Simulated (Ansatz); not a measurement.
Relaxed-ion elastic tensor of CuI (zinc blende, F-43m) in GPa (Voigt order), DFT-PBEsol in the program Ansatz with PAW potentials; density 6.04 g/cm³, 26.18 Å³ per atom.

```
62.5  43.0  43.0   0.0   0.0   0.0
43.0  62.5  43.0   0.0   0.0   0.0
43.0  43.0  62.5   0.0   0.0   0.0
 0.0   0.0   0.0  24.1   0.0   0.0
 0.0   0.0   0.0   0.0  24.1   0.0
 0.0   0.0   0.0   0.0   0.0  24.1
```

Task: Is the crystal mechanically stable?

Result: Yes: the smallest eigenvalue of C is 19.5 GPa.

Task: Work out the Voigt, Reuss and Hill averages.

Result: K_V = 49.5, K_R = 49.5, K_H = 49.5; G_V = 18.4, G_R = 15.2, G_H = 16.8 GPa.

Task: Give Young's modulus, Poisson's ratio, Pugh's ratio and the universal anisotropy index.

Result: E = 9KG/(3K + G) = 45.2 GPa; ν = 0.35; K/G = 2.95 (ductile by the Pugh limit of 1.75); A_U = 5G_V/G_R + K_V/K_R − 6 = 1.06.

Task: Estimate the sound speeds and the Debye temperature.

Result: v_l = √((K + 4G/3)/ρ) = 3450 m/s, v_t = √(G/ρ) = 1670 m/s, mean 1870 m/s; Θ = (h/k)(3n/4πV)^(1/3) v_m = 188 K.

Task: Give the Zener ratio and Young's modulus along [100], [110] and [111].

Result: A = 2C44/(C11 − C12) = 2.48; 1/E = S11 − 2(S11 − S12 − S44/2)Γ with Γ = 0, 1/4, 1/3 gives 27.4, 47.3, 62.3 GPa.

The cell was relaxed with PBEsol under the symmetry of its start. The run is not spin-polarised. Spin–orbit coupling is left out wherever it is not named.

Potentials: the earlier of the program's two PAW sets. The files were generated under PBE; for other functionals the program regenerates the frozen cores, and for LDA and PBEsol the local potential too.
